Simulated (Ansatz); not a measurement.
**MgS with Cl replacing S: do the settings matter for the field gradients?**

This input was run with Ansatz:

```yaml
crystal:
  lattice:
    - [0.0, 7.8131926668, 7.8131926668]
    - [7.8131926668, 0.0, 7.8131926668]
    - [7.8131926668, 7.8131926668, 0.0]
  atoms:
    - { symbol: Mg, position: [0.0, 0.0, 0.0] }
    - { symbol: Mg, position: [0.0, 0.0, 0.3333333333] }
    - { symbol: Mg, position: [0.0, 0.0, 0.6666666667] }
    - { symbol: Mg, position: [0.0, 0.3333333333, 0.0] }
    - { symbol: Mg, position: [0.0, 0.3333333333, 0.3333333333] }
    - { symbol: Mg, position: [0.0, 0.3333333333, 0.6666666667] }
    - { symbol: Mg, position: [0.0, 0.6666666667, 0.0] }
    - { symbol: Mg, position: [0.0, 0.6666666667, 0.3333333333] }
    - { symbol: Mg, position: [0.0, 0.6666666667, 0.6666666667] }
    - { symbol: Mg, position: [0.3333333333, 0.0, 0.0] }
    - { symbol: Mg, position: [0.3333333333, 0.0, 0.3333333333] }
    - { symbol: Mg, position: [0.3333333333, 0.0, 0.6666666667] }
    - { symbol: Mg, position: [0.3333333333, 0.3333333333, 0.0] }
    - { symbol: Mg, position: [0.3333333333, 0.3333333333, 0.3333333333] }
    - { symbol: Mg, position: [0.3333333333, 0.3333333333, 0.6666666667] }
    - { symbol: Mg, position: [0.3333333333, 0.6666666667, 0.0] }
    - { symbol: Mg, position: [0.3333333333, 0.6666666667, 0.3333333333] }
    - { symbol: Mg, position: [0.3333333333, 0.6666666667, 0.6666666667] }
    - { symbol: Mg, position: [0.6666666667, 0.0, 0.0] }
    - { symbol: Mg, position: [0.6666666667, 0.0, 0.3333333333] }
    - { symbol: Mg, position: [0.6666666667, 0.0, 0.6666666667] }
    - { symbol: Mg, position: [0.6666666667, 0.3333333333, 0.0] }
    - { symbol: Mg, position: [0.6666666667, 0.3333333333, 0.3333333333] }
    - { symbol: Mg, position: [0.6666666667, 0.3333333333, 0.6666666667] }
    - { symbol: Mg, position: [0.6666666667, 0.6666666667, 0.0] }
    - { symbol: Mg, position: [0.6666666667, 0.6666666667, 0.3333333333] }
    - { symbol: Mg, position: [0.6666666667, 0.6666666667, 0.6666666667] }
    - { symbol: Cl, position: [0.1666666667, 0.1666666667, 0.1666666667] }
    - { symbol: S, position: [0.1666666667, 0.1666666667, 0.5] }
    - { symbol: S, position: [0.1666666667, 0.1666666667, 0.8333333333] }
    - { symbol: S, position: [0.1666666667, 0.5, 0.1666666667] }
    - { symbol: S, position: [0.1666666667, 0.5, 0.5] }
    - { symbol: S, position: [0.1666666667, 0.5, 0.8333333333] }
    - { symbol: S, position: [0.1666666667, 0.8333333333, 0.1666666667] }
    - { symbol: S, position: [0.1666666667, 0.8333333333, 0.5] }
    - { symbol: S, position: [0.1666666667, 0.8333333333, 0.8333333333] }
    - { symbol: S, position: [0.5, 0.1666666667, 0.1666666667] }
    - { symbol: S, position: [0.5, 0.1666666667, 0.5] }
    - { symbol: S, position: [0.5, 0.1666666667, 0.8333333333] }
    - { symbol: S, position: [0.5, 0.5, 0.1666666667] }
    - { symbol: S, position: [0.5, 0.5, 0.5] }
    - { symbol: S, position: [0.5, 0.5, 0.8333333333] }
    - { symbol: S, position: [0.5, 0.8333333333, 0.1666666667] }
    - { symbol: S, position: [0.5, 0.8333333333, 0.5] }
    - { symbol: S, position: [0.5, 0.8333333333, 0.8333333333] }
    - { symbol: S, position: [0.8333333333, 0.1666666667, 0.1666666667] }
    - { symbol: S, position: [0.8333333333, 0.1666666667, 0.5] }
    - { symbol: S, position: [0.8333333333, 0.1666666667, 0.8333333333] }
    - { symbol: S, position: [0.8333333333, 0.5, 0.1666666667] }
    - { symbol: S, position: [0.8333333333, 0.5, 0.5] }
    - { symbol: S, position: [0.8333333333, 0.5, 0.8333333333] }
    - { symbol: S, position: [0.8333333333, 0.8333333333, 0.1666666667] }
    - { symbol: S, position: [0.8333333333, 0.8333333333, 0.5] }
    - { symbol: S, position: [0.8333333333, 0.8333333333, 0.8333333333] }
total_charge: 1
kpoints:
  mp_grid: { grid: [2, 2, 2] }
scf:
  occupations: { method: fermi_dirac, width: 0.01 }
  mixing: { preconditioner: resta }
  lower_state_search: "off"
hamiltonian:
  xc: pbe
  pseudopotentials: { kind: paw }
output:
  forces: true
  stress: true
  populations: true
  efg:
    quadrupole_moments_barn: { Mg: 0.1994, Cl: -0.08112, S: -0.0694 }
    contact_densities: true
  write_density: true
  write_potential: true
  elf: true
  volumetric_format: npy
```

```sh
ansatz run input.yaml --threads 1 --pin off --max-ram 3072MiB --backend cpu --events-out ev --progress --plain --runs-dir out
```

It converged. Of its output the block on the nuclei alone is shown, without the SCF iterations, energies, forces and stress (one atom of each set):

```
--- PAW observables at the nuclei: V_zz in 10²¹ V/m², potentials from the cell's mean, atoms counted from 1 ---
  atom   1  Mg V_zz =    +0.003683   η = 0.0000   by run symmetry: allowed   C_q = +0.0178 MHz
            electrostatic potential = -1101.032178 V   contact ρ = 7796.557498 e/Å³
  atom   2  Mg V_zz =    +1.011103   η = 0.0000   by run symmetry: allowed   C_q = +4.8750 MHz
            electrostatic potential = -1100.550468 V   contact ρ = 7796.684484 e/Å³
  atom   6  Mg V_zz =    -0.092930   η = 0.6347   by run symmetry: allowed   C_q = -0.4481 MHz
            electrostatic potential = -1101.048181 V   contact ρ = 7796.554854 e/Å³
  atom  27  Mg V_zz =    -0.000000   η = 0.0000   by run symmetry: forbidden   C_q = -0.0000 MHz
            electrostatic potential = -1101.147237 V   contact ρ = 7796.549397 e/Å³
  atom  28  Cl V_zz =    +0.000000   η = 0.0000   by run symmetry: forbidden   C_q = -0.0000 MHz
            electrostatic potential = -1773.779569 V   contact ρ = 24094.139875 e/Å³
  atom  29  S  V_zz =    +1.827635   η = 0.0017   by run symmetry: allowed   C_q = -3.0669 MHz
            electrostatic potential = -1633.307876 V   contact ρ = 19763.935518 e/Å³
  atom  32  S  V_zz =    -0.365661   η = 0.0000   by run symmetry: allowed   C_q = +0.6136 MHz
            electrostatic potential = -1633.541494 V   contact ρ = 19763.858343 e/Å³
  atom  42  S  V_zz =    +0.136719   η = 0.0000   by run symmetry: allowed   C_q = -0.2294 MHz
            electrostatic potential = -1633.583378 V   contact ρ = 19763.866393 e/Å³
```

Task: Can these gradients be trusted, and how do they compare with a run on standard settings?

Result: They agree with the standard run. Against the standard input the change is `scf.mixing.preconditioner`: not typed → resta; `scf.lower_state_search`: not typed → off. A site carries the number of its first atom; V_zz in 10²¹ V/m².

```tsv
site	atom	V_zz standard	η standard	V_zz here	η here
Mg2	2	1.01	0.00	1.01	0.00
Mg6	6	-0.093	0.63	-0.093	0.63
Cl	28	0.00	–	0.00	–
S29	29	1.83	0.00	1.83	0.00
S32	32	-0.37	0.00	-0.37	0.00
S42	42	0.14	0.00	0.14	0.00
```

All printed values agree. Other sites with |V_zz| of 0.02 or less aren't listed. Mixing, solver and start steer the path to self-consistency, not the state that is reached here. SCF iterations: 7 and 7.

On the reference run: The defect repeats with the cell of 54 atoms, so it feels its images: sites between two images don't show the values beside a lone defect, and zeros or small values of η there can come from the images' arrangement. A uniform background compensates the cell's charge. The neighbours have not yet relaxed around the defect (largest force 1.1 eV/Å), so a real crystal will differ.
